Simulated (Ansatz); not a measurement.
Here is the system:

BaO:
```
CELL_PARAMETERS angstrom
      3.70322     0.00000     0.00000
     -1.85161     3.20708     0.00000
      0.00000     0.00000     6.47206
ATOMIC_POSITIONS crystal
  Ba 0.33333 0.66667 0.25000
  Ba 0.66667 0.33333 0.75000
  O  0.00000 0.00000 0.50000
  O  0.00000 0.00000 0.00000
```

This is the LDA-relaxed structure.

Problem. All from LDA in the plane-wave PAW code Ansatz, unless another level is named. Estimate the Poisson's ratio.

Solution. 0.33.

Problem. Give the zero-point energy.

Solution. 33.8 meV/atom.

Problem. What about the vibrational entropy at 300 K?

Solution. 33.2 J/(K·mol of atoms).

Space group P6_3/mmc (NiAs type). The first step of the workflow began from a Materials Project structure, measured or hypothetical; the Crystallography Open Database copy checked does not list it. It is not the phase usual at ambient conditions (space group No. 225). The cell was relaxed with LDA under the symmetry of its start; its stability against distortions is not shown here. Scalar-relativistic: spin–orbit coupling is off unless named, which matters more the heavier the elements.

Potentials: the later of the program's two PAW sets.
